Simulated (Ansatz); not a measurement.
V$_{5}$Ge$_{3}$:
```cif
data_Ge6V10
_chemical_formula_sum 'V10 Ge6'
_space_group_name_H-M_alt 'P 1'
_space_group_IT_number 1
_cell_length_a 7.14922
_cell_length_b 7.14922
_cell_length_c 7.14922
_cell_angle_alpha 96.473
_cell_angle_beta 96.473
_cell_angle_gamma 140.761
loop_
_space_group_symop_operation_xyz
  'x, y, z'
loop_
_atom_site_label
_atom_site_type_symbol
_atom_site_fract_x
_atom_site_fract_y
_atom_site_fract_z
_atom_site_occupancy
V1 V 0.57535 0.72849 0.30384 1
V2 V 0.42465 0.27151 0.69616 1
V3 V 0.72849 0.42465 0.15314 1
V4 V 0.27151 0.57535 0.84686 1
V5 V 0.92465 0.22849 0.15314 1
V6 V 0.07535 0.77151 0.84686 1
V7 V 0.77151 0.92465 0.69616 1
V8 V 0.22849 0.07535 0.30384 1
V9 V 0.25000 0.75000 0.50000 1
V10 V 0.75000 0.25000 0.50000 1
Ge1 Ge 0.66585 0.16585 0.83170 1
Ge2 Ge 0.33415 0.83415 0.16830 1
Ge3 Ge 0.16585 0.33415 0.50000 1
Ge4 Ge 0.83415 0.66585 0.50000 1
Ge5 Ge 0.25000 0.25000 0.00000 1
Ge6 Ge 0.75000 0.75000 0.00000 1
```

Relaxed with r²SCAN.

Tabulate the valence density and the electron localisation function along the shortest V–V contact (2.40 Å), plane-wave PAW r²SCAN (Ansatz code).



```
distance from V (Å)  density (e/Å³)   ELF
-------------------  --------------  ----
0.24                          13.35  0.73
0.36                          10.01  0.76
0.48                           6.64  0.75
0.60                           3.89  0.68
0.72                           2.05  0.55
0.84                           1.05  0.38
0.96                           0.63  0.28
1.08                           0.49  0.28
1.20                           0.45  0.30
1.32                           0.49  0.28
1.44                           0.63  0.28
1.56                           1.05  0.38
1.68                           2.05  0.55
1.80                           3.89  0.68
1.92                           6.64  0.75
2.04                          10.01  0.76
2.16                          13.35  0.73
```

The density is the valence pseudo-density with augmentation charge, so density and ELF within about 1 Å of a nucleus are not all-electron values.

Space group I4/mcm. The first step of the workflow began from a Materials Project structure, measured or hypothetical; the Crystallography Open Database copy checked does not list it. COD files the formula under space group No. 193, so this cell is another polymorph or a model. Its standing as an ambient phase is unchecked. The cell was relaxed with r²SCAN under the symmetry of its start; whether a distortion lowers the energy is not shown. No spin polarisation was allowed.

Potentials: the later of the program's two PAW sets.
